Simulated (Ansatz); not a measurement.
Ti₃O:
```xyz
16
Lattice="5.0999 0.0000 0.0000 -2.5499 4.4166 0.0000 0.0000 0.0000 9.3703" Properties=species:S:1:pos:R:3 pbc="T T T"
Ti     3.4123     0.0264     3.5756
Ti    -0.8624     4.3903     5.7947
Ti     3.3709     2.9420     3.5756
Ti    -0.8209     1.4746     5.7947
Ti     0.8666     1.4483     3.5756
Ti     1.6833     2.9684     5.7947
Ti     4.2333     1.4483     1.1096
Ti    -1.6833     2.9684     8.2607
Ti     1.6875     0.0264     1.1096
Ti     0.8624     4.3903     8.2607
Ti     1.7290     2.9420     1.1096
Ti     0.8209     1.4746     8.2607
O      0.0000     2.9444     7.0277
O      2.5499     1.4722     2.3426
O      0.0000     0.0000     7.0277
O      0.0000     0.0000     2.3426
```

Relaxed with PBEsol. Special points in fractions of this cell's reciprocal vectors: Γ (0.000, 0.000, 0.000); M (0.500, 0.000, 0.000); K (0.333, 0.333, 0.000); A (0.000, 0.000, 0.500); L (0.500, 0.000, 0.500); H (0.333, 0.333, 0.500); H2 (0.333, 0.333, -0.500).

Task: List the band energies nearest the Fermi level at these points for DFT-PBEsol in the program Ansatz with PAW potentials.

Result: In eV from the Fermi level; about four levels below and three above (degenerate sets whole), none deeper than 8.9 eV; points with the same levels are listed once.

```
k                                below                above
-  -----------------------------------  -------------------
Γ        -0.56 -0.56 -0.42 -0.15 -0.15  0.04 0.04 0.39 0.39
M              -0.67 -0.63 -0.63 -0.55       0.01 0.46 0.64
K        -0.70 -0.70 -0.56 -0.56 -0.52       0.04 0.40 0.40
A  -0.80 -0.80 -0.80 -0.80 -0.62 -0.62  0.04 0.04 0.04 0.04
L              -0.66 -0.66 -0.14 -0.14  0.26 0.26 0.61 0.61
H              -0.51 -0.51 -0.44 -0.44       0.17 0.31 0.31
```

Space group P-31c. The workflow started from a Materials Project entry (that database holds measured and hypothetical structures alike); the Crystallography Open Database files this formula in space group No. 163, but the cells were not matched. Its standing as an ambient phase is unchecked. The PBEsol relaxation kept the symmetry of its start; its stability against distortions is not shown here. No spin polarisation was allowed. Without spin polarisation and U, an open-shell compound can come out a false metal.

Potentials: the later of the program's two PAW sets.
